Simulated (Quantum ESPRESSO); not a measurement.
# Computed NMR tensors in NaLaHf2O6

```
CELL_PARAMETERS angstrom
      0.00000     4.10692     4.10692
      4.10692     0.00000     4.10692
      4.10692     4.10692     0.00000
ATOMIC_POSITIONS crystal
  Na 0.50000 0.50000 0.50000
  La 0.00000 0.00000 0.00000
  Hf 0.25000 0.25000 0.25000
  Hf 0.75000 0.75000 0.75000
  O  0.50000 0.50000 0.00000
  O  0.00000 0.00000 0.50000
  O  0.00000 0.50000 0.50000
  O  0.50000 0.00000 0.00000
  O  0.50000 0.00000 0.50000
  O  0.00000 0.50000 0.00000
```
The cell comes from the Materials Project (a computed structure). It is NaLaHf2O6 in Fm-3m; whether this form has been observed was not checked. Stability against distortions was not tested. The run has no spin polarisation.

These are absolute shieldings with no macroscopic susceptibility term; δ = σ_ref − σ needs a reference computed alike. In our sweeps, cutoffs and meshes of this size left a few ppm, and up to some 20 ppm on atoms from Zn on. Spin–orbit coupling is left out; its weight grows with the heaviest atom, Hf here. No d partial waves on Na: the paramagnetic term there is incompletely reconstructed. PBE places the empty d or f states of La too low, which is known to distort σ on and beside such ions.

Shieldings of H and of elements past Ba are not listed.

What do the calculations give at each independent site (shieldings by PBE GIPAW (a modified build of Quantum ESPRESSO, JTH PAW datasets), 30 Ha, k-mesh 4×4×4 shifted, f-sum rule met within 0.002 %)?


```tsv
site	site symmetry	σ_iso (ppm)
Na (atom 1)	m-3m	578
La (atom 2)	m-3m	–
Hf (atoms 3, 4)	-43m	–
O (atoms 5, 6, 7, 8, 9, 10)	mmm	-136
```
